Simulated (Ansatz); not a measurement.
N:
```yaml
crystal:
  lattice:
    - [4.05922, 0.00000, 0.00000]
    - [0.00000, 4.05922, 0.00000]
    - [0.00000, 0.00000, 5.23534]
  atoms:
    - { symbol: N, position: [0.90480, 0.90480, 0.00000] }
    - { symbol: N, position: [0.09520, 0.09520, 0.00000] }
    - { symbol: N, position: [0.59520, 0.40480, 0.50000] }
    - { symbol: N, position: [0.40480, 0.59520, 0.50000] }
```

Relaxed with r²SCAN+D4. Special points in fractions of this cell's reciprocal vectors: Γ (0.000, 0.000, 0.000); X (0.000, 0.500, 0.000); M (0.500, 0.500, 0.000); Z (0.000, 0.000, 0.500); R (0.000, 0.500, 0.500); A (0.500, 0.500, 0.500).

Question: List the band energies nearest the valence-band maximum at these points for plane-wave PAW r²SCAN+D4 (Ansatz code).

Answer: In eV from the valence-band maximum; about four levels below and three above (degenerate sets whole), none deeper than 8.9 eV; points with the same levels are listed once.

```csv
k,below,above
Γ,-1.34 -1.34 -1.23 -1.02 -0.19,7.67 8.68 9.04 9.04
X,-1.55 -1.55 -0.23 -0.23,8.81 8.81 8.82 8.82
M,-1.50 -1.50 -0.04 -0.04,8.56 8.56 9.64 9.64
Z,-1.35 -1.35 -0.41 -0.41,8.14 8.14 9.02 9.02
R,-1.33 -1.33 -0.29 -0.29,8.40 8.40 9.16 9.16
A,-1.55 -1.55 0.00 0.00,8.59 8.59 9.64 9.64
```

Space group P4_2/mnm. The first step of the workflow began from a Materials Project structure, measured or hypothetical; the Crystallography Open Database copy checked does not list it. It is not the usual solid phase (space group No. 205). The r²SCAN+D4 relaxation kept the symmetry of its start; phonons on a q-mesh show weakly imaginary modes. The substance is a gas or liquid at ambient conditions.

Potentials: the later of the program's two PAW sets.
